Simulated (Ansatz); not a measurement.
The relaxed structure here is a generated cell of WC: the first start was made by a random draw of sites in a space group, and the end was not matched to a known phase here, so it may be hypothetical. Known forms of WC include space group No. 187.

One starting cell of WC (a randomly generated symmetric cell of WC (space group No. 11)) was relaxed twice with Ansatz (plane waves, PAW, scalar-relativistic): with r2SCAN at 500 eV and with PBE at 420 eV. The r2SCAN result:

```cif
data_C8W8
_chemical_formula_sum 'C8 W8'
_space_group_name_H-M_alt 'Cmcm'
_space_group_IT_number 63
_space_group_name_Hall '-C 2c 2'
_cell_length_a 4.98135
_cell_length_b 6.82075
_cell_length_c 5.71898
_cell_angle_alpha 90.000
_cell_angle_beta 90.000
_cell_angle_gamma 90.000
loop_
_atom_site_label
_atom_site_type_symbol
_atom_site_symmetry_multiplicity
_atom_site_Wyckoff_symbol
_atom_site_fract_x
_atom_site_fract_y
_atom_site_fract_z
_atom_site_occupancy
C1 C 8 d 0.25000 0.25000 0.00000 1
W1 W 4 b 0.00000 0.50000 0.00000 1
W2 W 4 c 0.00000 0.12888 0.25000 1
```
(The calculation used a cell of 8 atoms; values per cell refer to that cell.)

| quantity | r2SCAN | PBE |
|---|---|---|
| space group | Cmcm | Cmcm |
| volume (Å³/atom) | 12.14 | ___ |
| a (Å) | 4.981 | ___ |
| b (Å) | 6.821 | ___ |
| c (Å) | 5.719 | ___ |
| gap (eV, no spin-orbit coupling) | 0.00 | ___ |

**Question.** Fill in the PBE column.

**Answer.** 
- volume (Å³/atom), PBE: 12.22
- a (Å), PBE: 5.030
- b (Å), PBE: 6.816
- c (Å), PBE: 5.706
- gap (eV, no spin-orbit coupling), PBE: 0.00

Both levels end in the same structure; PBE's volume is 0.7 % larger. Neither column is exact.

No spin polarisation in the result.

The run could not lose the symmetry of its start, so the end can be a saddle point.

Ansatz is an electronic-structure program.
